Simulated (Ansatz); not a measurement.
Input file for Ansatz (a program for electronic structure):

Ansatz 0.2 input:
```yaml
crystal:
  lattice:
    - [2.8587323149, 0.0, 0.0]
    - [-1.4293661574, 2.4757348073, 0.0]
    - [0.0, 0.0, 5.2440020649]
  atoms:
    - { symbol: Nb, position: [0.3333333333, 0.6666666667, 0.25] }
    - { symbol: Nb, position: [0.6666666667, 0.3333333333, 0.75] }
kpoints:
  mp_grid: { grid: [29, 29, 14] }
hamiltonian:
  xc: r2scan
  pseudopotentials: { kind: paw }
scf:
  occupations: { method: fermi_dirac, width: 0.1 }
elastic: { mode: relaxed_ion, stencil: two_point, amplitude: 0.005, f_tol: 0.0005 }
```

Output (shortened):

```
Pseudopotentials: kind: paw
Pseudopotential: Nb, paw, valence charge 13
Functional definition: r2SCAN
Crystal: 2 atoms, lattice volume = 37.114 Å³
Basis set: ecut = 500 eV, 931 PW (Γ), exchange–correlation on 96×96×160 points (64 copies of the dense FFT grid, shifted against one another)
Bands: 17, of which v1, the nominal top of the filled ones, is band 13 counted from 1 (12 counted from 0)
Symmetry: 24 space group operations
Space group: P63/mmc (ITA 194), of the structure as read, at distance tolerance 3.3e-5 Å
k-points: 680 of 11774
PAW frozen core: Nb, regenerated for the run's functional
Initial wavefunctions: pseudopotential atomic-orbital guess
Eigensolver: davidson
Functional: x = r2scan, c = r2scan; τ floored in thin density (d = 2e-4 eV/Å³)
all-band conjugate gradients solve this SCF's bands
SCF 1 converged in 10 iterations: F = -9126.683455 eV  dr2 = 1.14e-14
Crystal: 2 atoms, lattice volume = 37.114 Å³
Initial density: handed on by an earlier stage of this run
Initial wavefunctions: those handed on with the density
SCF 2 converged in 2 iterations: F = -9126.683455 eV  dr2 = 5.38e-15
Crystal: 2 atoms, lattice volume = 36.929 Å³
Symmetry: 8 space group operations
k-points: 1800 of 11774
Initial wavefunctions: pseudopotential atomic-orbital guess (no wavefunctions were taken with the density)
SCF 3 converged in 10 iterations: F = -9126.682778 eV  dr2 = 5.22e-15
relax step   1: F+E_penalty+E_count = -9126.68277800 eV  Δ(F+E_penalty+E_count) = +0.000e0 eV  max|allowed force component| = 2.029e-2 eV/Å  Δτ_max = 0.0000 Å  (10 SCF iters, accepted)
density extrapolation: transplant  |δρ|_rms = 5.737e-2 e/Å³  SAD shift = 5.285e-2 e/Å³
Crystal: 2 atoms, lattice volume = 36.929 Å³
SCF 4 converged in 10 iterations: F = -9126.685399 eV  dr2 = 3.95e-15
relax step   2: F+E_penalty+E_count = -9126.68539900 eV  Δ(F+E_penalty+E_count) = -2.621e-3 eV  max|allowed force component| = 7.289e-2 eV/Å  Δτ_max = 0.0269 Å  (10 SCF iters, accepted)
density extrapolation: transplant  |δρ|_rms = 5.741e-2 e/Å³  SAD shift = 1.807e-1 e/Å³
Crystal: 2 atoms, lattice volume = 36.929 Å³
SCF 5 converged in 11 iterations: F = -9126.702527 eV  dr2 = 3.95e-14
relax step   3: F+E_penalty+E_count = -9126.70252697 eV  Δ(F+E_penalty+E_count) = -1.713e-2 eV  max|allowed force component| = 6.858e-2 eV/Å  Δτ_max = 0.0924 Å  (11 SCF iters, accepted)
density extrapolation: transplant  |δρ|_rms = 5.788e-2 e/Å³  SAD shift = 3.763e-1 e/Å³
Crystal: 2 atoms, lattice volume = 36.929 Å³
SCF 6 converged in 11 iterations: F = -9126.654597 eV  dr2 = 7.79e-14
relax step   4: F+E_penalty+E_count = -9126.65459727 eV  Δ(F+E_penalty+E_count) = +4.793e-2 eV  max|allowed force component| = 3.421e-1 eV/Å  Δτ_max = 0.1950 Å  (11 SCF iters, rejected (line search))
density extrapolation: transplant  |δρ|_rms = 5.842e-2 e/Å³  SAD shift = 3.150e-1 e/Å³
Crystal: 2 atoms, lattice volume = 36.929 Å³
SCF 7 converged in 11 iterations: F = -9126.705351 eV  dr2 = 8.87e-14
relax step   5: F+E_penalty+E_count = -9126.70535076 eV  Δ(F+E_penalty+E_count) = -2.824e-3 eV  max|allowed force component| = 1.503e-2 eV/Å  Δτ_max = 0.0326 Å  (11 SCF iters, accepted)
density extrapolation: transplant  |δρ|_rms = 5.809e-2 e/Å³  SAD shift = 1.095e-1 e/Å³
Crystal: 2 atoms, lattice volume = 36.929 Å³
SCF 8 converged in 11 iterations: F = -9126.700633 eV  dr2 = 7.16e-15
relax step   6: F+E_penalty+E_count = -9126.70063334 eV  Δ(F+E_penalty+E_count) = +4.717e-3 eV  max|allowed force component| = 1.011e-1 eV/Å  Δτ_max = 0.0559 Å  (11 SCF iters, rejected (line search))
density extrapolation: transplant  |δρ|_rms = 5.834e-2 e/Å³  SAD shift = 9.456e-2 e/Å³
Crystal: 2 atoms, lattice volume = 36.929 Å³
SCF 9 converged in 10 iterations: F = -9126.705467 eV  dr2 = 7.47e-14
relax step   7: F+E_penalty+E_count = -9126.70546747 eV  Δ(F+E_penalty+E_count) = -1.167e-4 eV  max|allowed force component| = 1.142e-4 eV/Å  Δτ_max = 0.0076 Å  (10 SCF iters, accepted)
Crystal: 2 atoms, lattice volume = 36.929 Å³
SCF 10 converged in 2 iterations: F = -9126.705467 eV  dr2 = 3.78e-14
Crystal: 2 atoms, lattice volume = 37.300 Å³
SCF 11 converged in 10 iterations: F = -9126.683196 eV  dr2 = 4.34e-15
relax step   1: F+E_penalty+E_count = -9126.68319556 eV  Δ(F+E_penalty+E_count) = +0.000e0 eV  max|allowed force component| = 2.026e-2 eV/Å  Δτ_max = 0.0000 Å  (10 SCF iters, accepted)
density extrapolation: transplant  |δρ|_rms = 5.731e-2 e/Å³  SAD shift = 4.725e-2 e/Å³
Crystal: 2 atoms, lattice volume = 37.300 Å³
SCF 12 converged in 10 iterations: F = -9126.685779 eV  dr2 = 2.66e-15
relax step   2: F+E_penalty+E_count = -9126.68577900 eV  Δ(F+E_penalty+E_count) = -2.583e-3 eV  max|allowed force component| = 8.846e-2 eV/Å  Δτ_max = 0.0242 Å  (10 SCF iters, accepted)
density extrapolation: transplant  |δρ|_rms = 5.734e-2 e/Å³  SAD shift = 2.137e-1 e/Å³
Crystal: 2 atoms, lattice volume = 37.300 Å³
SCF 13 converged in 11 iterations: F = -9126.742516 eV  dr2 = 2.41e-14
relax step   3: F+E_penalty+E_count = -9126.74251638 eV  Δ(F+E_penalty+E_count) = -5.674e-2 eV  max|allowed force component| = 3.917e-1 eV/Å  Δτ_max = 0.1101 Å  (11 SCF iters, accepted)
density extrapolation: transplant  |δρ|_rms = 5.785e-2 e/Å³  SAD shift = 3.834e-1 e/Å³
Crystal: 2 atoms, lattice volume = 37.300 Å³
SCF 14 converged in 11 iterations: F = -9126.900497 eV  dr2 = 3.10e-14
relax step   4: F+E_penalty+E_count = -9126.90049707 eV  Δ(F+E_penalty+E_count) = -1.580e-1 eV  max|allowed force component| = 2.486e-1 eV/Å  Δτ_max = 0.2000 Å  (11 SCF iters, accepted)
density extrapolation: transplant  |δρ|_rms = 5.833e-2 e/Å³  SAD shift = 3.741e-1 e/Å³
Crystal: 2 atoms, lattice volume = 37.300 Å³
SCF 15 converged in 11 iterations: F = -9126.877698 eV  dr2 = 3.27e-14
relax step   5: F+E_penalty+E_count = -9126.87769772 eV  Δ(F+E_penalty+E_count) = +2.280e-2 eV  max|allowed force component| = 3.422e-1 eV/Å  Δτ_max = 0.1950 Å  (11 SCF iters, rejected (line search))
density extrapolation: transplant  |δρ|_rms = 5.828e-2 e/Å³  SAD shift = 2.272e-1 e/Å³
Crystal: 2 atoms, lattice volume = 37.300 Å³
SCF 16 converged in 11 iterations: F = -9126.920625 eV  dr2 = 1.03e-14
relax step   6: F+E_penalty+E_count = -9126.92062544 eV  Δ(F+E_penalty+E_count) = -2.013e-2 eV  max|allowed force component| = 1.738e-3 eV/Å  Δτ_max = 0.0778 Å  (11 SCF iters, accepted)
density extrapolation: transplant  |δρ|_rms = 5.837e-2 e/Å³  SAD shift = 9.993e-4 e/Å³
Crystal: 2 atoms, lattice volume = 37.300 Å³
SCF 17 converged in 7 iterations: F = -9126.920626 eV  dr2 = 7.17e-14
relax step   7: F+E_penalty+E_count = -9126.92062633 eV  Δ(F+E_penalty+E_count) = -8.913e-7 eV  max|allowed force component| = 2.124e-6 eV/Å  Δτ_max = 0.0005 Å  (7 SCF iters, accepted)
Crystal: 2 atoms, lattice volume = 37.300 Å³
SCF 18 converged in 2 iterations: F = -9126.920626 eV  dr2 = 3.26e-14
density extrapolation: transplant  |δρ|_rms = 5.734e-2 e/Å³  SAD shift = 6.084e-3 e/Å³
Crystal: 2 atoms, lattice volume = 36.929 Å³
SCF 19 converged in 10 iterations: F = -9126.682411 eV  dr2 = 1.21e-15
density extrapolation: first-order (α = -2.000)  |δρ|_rms = 5.734e-2 e/Å³  SAD shift = 6.035e-3 e/Å³
Crystal: 2 atoms, lattice volume = 37.300 Å³
SCF 20 converged in 9 iterations: F = -9126.682985 eV  dr2 = 6.23e-15
Crystal: 2 atoms, lattice volume = 37.114 Å³
Symmetry: 4 space group operations
k-points: 3060 of 11774
SCF 21 converged in 9 iterations: F = -9126.683616 eV  dr2 = 6.04e-15
relax step   1: F+E_penalty+E_count = -9126.68361636 eV  Δ(F+E_penalty+E_count) = +0.000e0 eV  max|allowed force component| = 1.444e-4 eV/Å  Δτ_max = 0.0000 Å  (9 SCF iters, accepted)
Crystal: 2 atoms, lattice volume = 37.114 Å³
SCF 22 converged in 2 iterations: F = -9126.683616 eV  dr2 = 2.91e-15
Crystal: 2 atoms, lattice volume = 37.114 Å³
SCF 23 converged in 9 iterations: F = -9126.683616 eV  dr2 = 6.00e-15
relax step   1: F+E_penalty+E_count = -9126.68361636 eV  Δ(F+E_penalty+E_count) = +0.000e0 eV  max|allowed force component| = 1.444e-4 eV/Å  Δτ_max = 0.0000 Å  (9 SCF iters, accepted)
Crystal: 2 atoms, lattice volume = 37.114 Å³
SCF 24 converged in 2 iterations: F = -9126.683616 eV  dr2 = 2.89e-15
1 of the elastic batch's strained cells closed on another state than the unstrained crystal's, so that the constants are between two states. The farthest is the member of strain η1, δ = +5.0e-3: the two states' filled orbitals part by 0.744, averaged over the …
WARN: C11 and the rest of its column (C11 to C61, from strain 11), every constant that the crystal's symmetry builds from them, which can be the whole tensor …
SCF converged after 2 iterations
Free energy (F): -9126.683455 eV
Harris-Foulkes:  -9126.683455 eV  (|F-HF|=3.64e-12)
Internal energy: -9126.596612 eV  (E = F + TS)
E sigma→0 (E₀):  -9126.640033 eV
Entropy (-TS):   -0.086843 eV (-43.421 meV/atom)
Fermi energy:    17.528071 eV
--- Per-component energies (eV) ---
  E_band       = -171.879603
  E_kinetic    = 787.614968
  E_local      = -1429.924814  (includes V_loc(G=0)·N_el)
  E_nonlocal   = 239.223333
  E_hartree    = 445.435877
  E_xc         = -338.903887
  E_vxc        = -472.896438  (∫ρ·V_xc dr)
  E_paw        = -6180.516068  (= ΣΔE_a)
  E_vpaw       = -216.575630  (= ΣTr[D̂ρ^β])
  E_aug_tail   = 0.000008  (compensation charges beyond the density's cutoff)
  E_vtau       = 29.807214  (kinetic-family band-sum trace: ∫τ·v_τ [+ j·A + Jᵃ·Aᵃ] dr)
  E_ewald      = -2649.141168
  E_core_change = -0.384861  (= ΣΔE_core)
  E_smearing   = -0.086843  (= −TS)
  E_closure    = 0.000000  (closes the sum)
  Σ components = -9126.683455   (vs F -9126.683455, Δ=0.00e0)
--- Forces (eV/Å), atoms counted from 1 ---
  atom   1  Nb     0.00000000     0.00000000     0.00000000
  atom   2  Nb     0.00000000     0.00000000     0.00000000
  max |Σ_I F_I| component: 2.31e-18 eV/Å
--- Stress (GPa, compression-positive) ---
        0.177801       0.000000       0.000000
        0.000000       0.177801       0.000000
        0.000000       0.000000       0.243099
  P = ⅓ Tr σ = 0.1996 GPa (1.996 kbar)
  The stress holds the Pulay correction. Without it, at fixed plane waves, as pw.x and ABINIT print it: P = 0.1050 GPa
  The stress includes an estimate of the error left by incomplete SCF convergence (largest component 0.0000 GPa).
--- Band table (eV; the first three rows and the last of 680) ---
  k-point 0: bands = ["-39.0320", "-38.8946", "-14.8219", "-13.8304", "-13.5919", "-13.5919", "-13.5067", "-13.5067", "10.9497", "13.3828", "16.4444", "17.7769", "17.9109", "17.9109", "18.3661", "18.3661", "20.3923"]
  k-point 1: bands = ["-39.0303", "-38.8964", "-14.8101", "-13.8436", "-13.5908", "-13.5908", "-13.5078", "-13.5078", "10.9927", "13.3797", "16.4272", "17.6895", "17.9077", "17.9077", "18.3525", "18.3525", "20.4255"]
  k-point 2: bands = ["-39.0253", "-38.9015", "-14.7754", "-13.8824", "-13.5877", "-13.5877", "-13.5109", "-13.5109", "11.1196", "13.3665", "16.3781", "17.4505", "17.9001", "17.9001", "18.3137", "18.3137", "20.5216"]
  k-point 679: bands = ["-38.7030", "-38.7030", "-14.6614", "-14.6614", "-14.5124", "-14.5124", "-13.9667", "-13.9667", "15.2636", "15.2636", "15.7416", "15.7416", "17.0291", "17.0291", "18.7883", "18.7883", "22.0074"]
  band table: 17 of 17 bands, residual norms ≤ 1.0e-3 eV
--- Elastic constants: 3 strain directions × 2 members + reference (group order 24) ---
  dense FFT box of the reference and of every strained cell: 24×24×40
  strains applied: 11, 33, 23; error gains …
  C = ∂σ_k/∂η_j (tension-positive GPa; Voigt order 11 22 33 23 13 12):
     -1272.325   1184.590    107.104      0.000      0.000      0.000
      1184.590  -1272.325    107.104      0.000      0.000      0.000
       867.483    867.483    261.769      0.000      0.000      0.000
         0.000      0.000      0.000    -55.521      0.000      0.000
         0.000      0.000      0.000      0.000    -55.521      0.000
         0.000      0.000      0.000      0.000      0.000  -1228.457
  reference stress σ⁰ (GPa):     -0.178     -0.178     -0.243      0.000      0.000      0.000
  moduli (Voigt/Reuss/Hill, GPa): K = 226.16/328.98/277.57   G = -564.04/-123.84/-343.94   E = -1757.85   ν = 1.555
  mechanically stable: NO (min eigenvalue of sym C = -2456.91 GPa)
  harmonic check of the ions' relaxations: strain 11: 1 of 1 pair far from harmonic (see the warning)
  the stresses are not corrected for the forces that the relaxations left standing (`elastic.f_tol`)
  strain η (Voigt 11):  stress-route row diagonal C_11 = -1272.32 GPa, energy-path curvature d²(F+E_count+ΔE)/dδ²/Ω₀ = -44754.58 GPa
         δ    σ_11 (GPa)             F (eV)   n_scf  n_hpsi   n_pw
    -5.000e-3       1.7873       -9126.7054675       2  296687    953   relax 7 steps, max|allowed force component| 1.14e-4 eV/Å
     5.000e-3     -10.9359       -9126.9206263       2  286017    966   relax 7 steps, max|allowed force component| 2.12e-6 eV/Å
  strain η (Voigt 33):  stress-route row diagonal C_33 = 261.77 GPa, energy-path curvature d²(F+E_count+ΔE)/dδ²/Ω₀ = 261.77 GPa
         δ    σ_33 (GPa)             F (eV)   n_scf  n_hpsi   n_pw
    -5.000e-3      -1.5656       -9126.6824114      10  270801    957   relax 0 steps, max|allowed force component| 1.39e-17 eV/Å
     5.000e-3       1.0521       -9126.6829853       9  246103    965   relax 0 steps, max|allowed force component| 4.86e-17 eV/Å
  strain η (Voigt 23):  stress-route row diagonal C_44 = -55.52 GPa, energy-path curvature d²(F+E_count+ΔE)/dδ²/Ω₀ = -55.44 GPa
         δ    σ_23 (GPa)             F (eV)   n_scf  n_hpsi   n_pw
    -5.000e-3       0.2776       -9126.6836164       2  504340    959   relax 1 steps, max|allowed force component| 1.44e-4 eV/Å
     5.000e-3      -0.2776       -9126.6836164       2  504447    959   relax 1 steps, max|allowed force component| 1.44e-4 eV/Å
```

Cost: around 40 core-minutes (rough) on shared cores.

Space group P6_3/mmc (hcp (Mg type)). The start of the workflow was typed in or built on a structure type; the Crystallography Open Database copy checked does not list it. It is not the phase usual at ambient conditions (space group No. 229). Symmetry was held in the r²SCAN relaxation; whether a distortion lowers the energy is not shown. No spin polarisation was allowed. Axis ratios of metals converge slowly with the k-mesh, so a and c are less sure than the volume. Scalar-relativistic: spin–orbit coupling is off unless named, which matters more the heavier the elements.

Potentials: the later of the program's two PAW sets.

Ansatz is a plane-wave DFT program.
